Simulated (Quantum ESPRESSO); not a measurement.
## ZnGeAl2N4 (convergence and cost over cutoff and k mesh)

Computed values, not a measurement. The program is pw.x of Quantum ESPRESSO 7.5 (plane-wave density functional theory). The cell is made up: 8 atoms on a wurtzite lattice, with randomly drawn elements, strain and displacements, not relaxed. PseudoDojo standard norm-conserving files (v0.5 for PBE, v0.4.1 for LDA and PBEsol) set the functional; there is no spin polarisation, spin-orbit coupling or dispersion term, and the masses in the input are unused placeholders.

Input of the run in row 2:

```
&control calculation='scf', pseudo_dir='./dojo.nc.sr.pbe.v0_5.standard.upf', outdir='./o', disk_io='medium', tprnfor=.true., tstress=.true. /
&system ibrav=0, nat=8, ntyp=4, nbnd=36, ecutwfc=84.00895049, nosym=.true., tot_charge=0,
 occupations='smearing', smearing='fd', degauss=0.0018374661
/
&electrons conv_thr=7.350e-09, electron_maxstep=60, /
ATOMIC_SPECIES
Al 1.0 Al.upf
Ge 1.0 Ge.upf
N 1.0 N.upf
Zn 1.0 Zn.upf
CELL_PARAMETERS angstrom
3.1239 -0.0423 0.0412
-0.0734 5.5536 0.0163
0.0672 0.0154 5.1851
ATOMIC_POSITIONS angstrom
Zn -0.0221 -0.0438 -0.0197
Ge 1.5856 2.6155 0.0156
Al 1.6592 0.9925 2.5054
Al 0.1294 3.7496 2.5663
N 0.0662 0.0068 1.996
N 1.6115 2.6805 1.9147
N 1.7603 1.017 4.4286
N 0.1465 3.6626 4.6359
K_POINTS automatic
6 4 4 1 1 1
```

The same cell was run at these settings. Meshes are shifted by half a step, and differences are from the last row, which is itself not exact.

```
cutoff (eV)     k mesh  k points solved  threshold (eV)  free energy less the last row's (eV)  pressure (GPa)  largest stress difference (GPa)  largest force difference (eV/Å)  iterations  wall time (s)  k-point pools              processor
        800  2 x 2 x 2                4           1e-04                                 1.369          -37.39                            43.73                            0.260           9             24              1  AMD EPYC, Zen 5 class
       1143  6 x 4 x 4               48           1e-07                                 0.000            0.77                             0.03                            0.002          13            386              1  AMD EPYC, Zen 5 class
       1437  8 x 6 x 6              144           1e-07                                 0.000            0.75                             0.00                            0.000          13           1340              1  AMD EPYC, Zen 5 class
```

Each pool is one process. Wall times include start-up and a band step at six k points, which weighs most on the coarsest meshes. The runs were on shared virtual cores whose load varied, so times are rough.